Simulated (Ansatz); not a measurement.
**C: from a starting cell to a relaxed one**

The start is a generated cell, C built in the dhcp structure type. The structure is fully relaxed (lattice and positions, P = 0) with r2SCAN (plane waves to 500 eV, PAW, scalar-relativistic; Ansatz, a first-principles code). First-step values are on the input's coarse k-mesh.

Ansatz input (later rounds restart from its end on a renewed k-mesh):
Ansatz 0.2 input:
```yaml
crystal:
  lattice:
    - [2.1883201, 0, 0]
    - [-1.0941601, 1.8951408, 0]
    - [0, 0, 7.040936]
  atoms:
    - { symbol: C, position: [0, 0, 0] }
    - { symbol: C, position: [0, 0, 0.5] }
    - { symbol: C, position: [0.33333333, 0.66666667, 0.25] }
    - { symbol: C, position: [0.66666667, 0.33333333, 0.75] }
basis: { ecutwfc: 500, ecutrho_ratio: 4, xc_grid: 4, fft_grid_basis: typed }
kpoints: { mp_grid: { grid: [12, 12, 4] } }
hamiltonian:
  xc: r2scan
  dispersion: none
  pseudopotentials: { azcp: { folder: ./paw }, kind: paw }
scf: { occupations: { method: fermi_dirac, width: 0.05 } }
relax: { f_tol: 0.01, max_steps: 100, cell: { stress_tol: 0.02 } }
output: { forces: true, stress: true }
```

**Question.** How much energy is released per atom?

**Answer.** 1.65 eV/atom.

**Question.** How does the volume per atom move from start to end?

**Answer.** -20.9 %, from 7.30 to 5.77 Å³/atom.

**Question.** How do the shortest distances between atoms change?

**Answer.** The closest pairs of elements (up to four, under 3.6 Å), start → end: C–C 2.17 → 1.79 Å.

**Question.** Is the relaxed structure metallic? Give its gap.

**Answer.** No gap (metallic).

**Question.** What does it relax into? Give the structure.

**Answer.** 
```cif
data_C4
_chemical_formula_sum 'C4'
_space_group_name_H-M_alt 'P63/mmc'
_space_group_IT_number 194
_space_group_name_Hall '-P 6c 2c'
_cell_length_a 2.50398
_cell_length_b 2.50398
_cell_length_c 4.25170
_cell_angle_alpha 90.000
_cell_angle_beta 90.000
_cell_angle_gamma 120.000
loop_
_atom_site_label
_atom_site_type_symbol
_atom_site_symmetry_multiplicity
_atom_site_Wyckoff_symbol
_atom_site_fract_x
_atom_site_fract_y
_atom_site_fract_z
_atom_site_occupancy
C1 C 2 a 0.00000 0.00000 0.00000 1
C2 C 2 d 0.66667 0.33333 0.25000 1
```

The space group stays P6₃/mmc (No. 194) (the run could not lower it), with 4 atoms in the primitive cell. Final values are on a 21×21×11 k-mesh of the relaxed cell. No spin polarisation in the result.

The run could not lose the symmetry of its start.

All atoms sit on sites fixed by symmetry, so only the cell could relax.
